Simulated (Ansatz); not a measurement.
Ga:
```
CELL_PARAMETERS angstrom
      2.23693    -3.79855     0.00000
      2.23693     3.79855     0.00000
      0.00000     0.00000     4.52623
ATOMIC_POSITIONS crystal
  Ga 0.65600 0.34400 0.41535
  Ga 0.34400 0.65600 0.58465
  Ga 0.84400 0.15600 0.91535
  Ga 0.15600 0.84400 0.08465
```

Relaxed with r²SCAN. Special points in fractions of this cell's reciprocal vectors: Γ (0.000, 0.000, 0.000); Y (-0.500, 0.500, 0.000); C0 (-0.337, 0.663, 0.000); Σ0 (0.337, 0.337, 0.000); Z (0.000, 0.000, 0.500); A0 (0.337, 0.337, 0.500); E0 (-0.337, 0.663, 0.500); T (-0.500, 0.500, 0.500); S (0.000, 0.500, 0.000); R (0.000, 0.500, 0.500).

### Question
List the band energies nearest the Fermi level at these points for r²SCAN in the plane-wave PAW code Ansatz.

### Answer
In eV from the Fermi level; about four levels below and three above (degenerate sets whole), none deeper than 8.9 eV; points with the same levels are listed once.

| k | below | above |
|---|---|---|
| Γ | -4.04 -1.90 -1.55 -0.83 | 0.97 1.17 1.25 |
| Y | -4.19 -3.52 -1.85 -1.74 | 1.13 1.27 3.71 |
| C0 | -1.30 -1.24 -0.26 -0.02 | 1.13 2.14 3.11 |
| Z | -0.09 -0.09 -0.01 -0.01 | 0.17 0.17 2.21 2.21 |
| A0 | -6.34 -6.34 -3.84 -3.84 | 4.43 4.43 5.47 5.47 |
| T | -1.40 -1.40 -0.85 -0.85 | 7.08 7.08 8.53 8.53 |
| S | -3.57 -3.57 -1.60 -1.60 | 0.87 0.87 4.44 4.44 |
| R | -6.62 -6.62 -1.68 -1.68 | 0.74 0.74 7.69 7.69 |

Space group Cmce (α-Ga). The r²SCAN relaxation kept the symmetry of its start; of distortions, only those at the zone centre were tested. Spin–orbit coupling is left out wherever it is not named.

Potentials: the earlier of the program's two PAW sets.
